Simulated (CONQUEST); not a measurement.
CONQUEST run on CdS (P6_3mc, 8 atoms in the cell; from Materials Project mp-672): relaxation of cell and atoms.

Computed with CONQUEST with LDA (PW92), numerical atomic orbitals double-zeta with polarisation (the shipped basis), PseudoDojo norm-conserving potentials made for LDA.

```
CELL_PARAMETERS angstrom
      4.16884     0.00000     0.00000
      0.00000     7.22064     0.00000
      0.00000     0.00000     6.77962
ATOMIC_POSITIONS crystal
  Cd 0.50000 0.16667 0.50022
  Cd 0.00000 0.33333 0.00022
  Cd 0.00000 0.66667 0.50022
  Cd 0.50000 0.83333 0.00022
  S  0.50000 0.16667 0.87678
  S  0.00000 0.33333 0.37678
  S  0.00000 0.66667 0.87678
  S  0.50000 0.83333 0.37678
```

Reference input (self-consistent single point, DFT, LDA (PW92), numerical atomic orbitals double-zeta with polarisation (the shipped basis), PseudoDojo norm-conserving potentials made for LDA): basis = DZP; Diag.MPMeshX, Y, Z = 4 3 3; potentials = PseudoDojo norm-conserving LDA; Grid.GridCutoff = 140 Ha; DM.SolutionMethod = diagon; Diag.kT = 0.000735 Ha; Diag.GammaCentred = true; minE.SCTolerance = 1.0e-07; SC.MaxIters = 100; SC.LinearMixingFactor = 0.5; SC.KerkerPreCondition = true; SC.KerkerFactor = 0.1 1/bohr. This run's input differs from it in these lines:

```diff
@@ -29,4 +29,9 @@
 SC.KerkerFactor                0.1
-AtomMove.TypeOfRun             static
-AtomMove.FullStress            T
+AtomMove.TypeOfRun             cg
+AtomMove.NumSteps              40
+AtomMove.MaxForceTol           3.89e-04
+AtomMove.ReuseDM               T
+AtomMove.OptCell               T
+AtomMove.OptCellMethod         3
+AtomMove.StressTolerance       0.05
 # file: coords.dat
```

Output, abridged:

```
      PulayMixSC: Starting Pulay mixing, A_up =  0.500 A_dn =  0.500
      PulayMixSC: Spin non-polarised calculation.
      PulayMixSC: with Kerker preconditioning, q0 =  0.100
          Harris-Foulkes Energy            :      -745.552036106775404 Ha
      PulayMixSC: Pulay iteration     1 residual:              0.13384E-02
          Harris-Foulkes Energy            :      -745.487596477492730 Ha
      PulayMixSC: Pulay iteration     2 residual:              0.48829E-03
          Harris-Foulkes Energy            :      -745.485251081978618 Ha
      PulayMixSC: Pulay iteration     3 residual:              0.26090E-03
   [... lines left out ...]
          Harris-Foulkes Energy            :      -745.484514373859497 Ha
      PulayMixSC: Pulay iteration     5 residual:              0.17947E-05
          Harris-Foulkes Energy            :      -745.484514453475867 Ha
      PulayMixSC: Pulay iteration     6 residual:              0.57526E-06
          Harris-Foulkes Energy            :      -745.484514463758160 Ha
      PulayMixSC: Pulay iteration     7 residual:              0.16684E-06
          Harris-Foulkes Energy            :      -745.484514464764743 Ha
      PulayMixSC: Pulay iteration     8 residual:              0.19202E-07
      PulayMixSC: Reached SCF tolerance of  0.19202E-07 after      8 iterations
      | Number of electrons      =       104.000104
      |* Harris-Foulkes energy   =      -745.484514464764743 Ha
      |* DFT total energy        =      -745.484514464777590 Ha

      force: Forces on atoms (Ha/a0)
      force:  Atom   X              Y              Z
      force:     1  -0.0000000050   0.0000282498   0.0001309946
      force:     2   0.0000000000  -0.0000282498   0.0001309946
      force:     3   0.0000000000   0.0000282498   0.0001309946
      force:     4  -0.0000000060  -0.0000282498   0.0001309946
      force:     5  -0.0000000002  -0.0000958825  -0.0001090256
      force:     6  -0.0000000000   0.0000958825  -0.0001090256
      force:     7   0.0000000000  -0.0000958825  -0.0001090256
   [... lines left out ...]
      force: Maximum force :        0.00013099(Ha/a0) on atom         3 in z direction
      force: Total stress:          2.92550531     3.09814312     3.04646837 GPa
      force: Average pressure:     -3.02337227 GPa
    GeomOpt - Iter:    0 MaxF:   0.00013099 Ha/a0 H:    -745.48451446 Ha MaxS:   3.09814312 GPa
WARNING:  Maximum force below threshold; consider only optimising cell
          Harris-Foulkes Energy            :      -745.487323295001943 Ha
          Harris-Foulkes Energy            :      -745.486256791314645 Ha
          Harris-Foulkes Energy            :      -745.486180562059985 Ha
          Harris-Foulkes Energy            :      -745.486180443077046 Ha
          Harris-Foulkes Energy            :      -745.486180502026059 Ha
   [... lines left out ...]
    Maximum stress:              0.00994852 GPa
    Stress tolerance:            0.05000000 GPa
    Change in stress:            0.05293622 GPa
    Enthalpy change:            -0.00000328 Ha
    Enthalpy tolerance:          0.00001000 Ha

    GeomOpt converged in    5 iterations
    full_cg_run: Maximum stress below threshold:            0.00994852 GPa
    full_cg_run: Maximum force below threshold:             0.00006116 Ha/a0
```

The run converged. CONQUEST prints the stress tensor with tension positive. 

Summary of the result:
* **Free energy E − TS**: -20285.7659 eV
* **Pressure**: 0.00 GPa
* **Largest force (vector length)**: 0.003 eV/Å
* **Final cell**: a = 4.0957 Å, b = 7.0871 Å, c = 6.6809 Å, α = β = γ = 90.00°
* **Final volume per atom**: 24.24 Å³
* **Relaxation steps**: 5

The program uses no crystal symmetry, so grid and mesh can part values that symmetry would make equal. The atom-centred basis is finite, which shifts total energies, pressures and forces against plane waves. The structure comes from a collection of computed structures, made at another level of theory; the collection holds predicted forms beside known ones.

Cost on one core: around 6 core-minutes (rough).
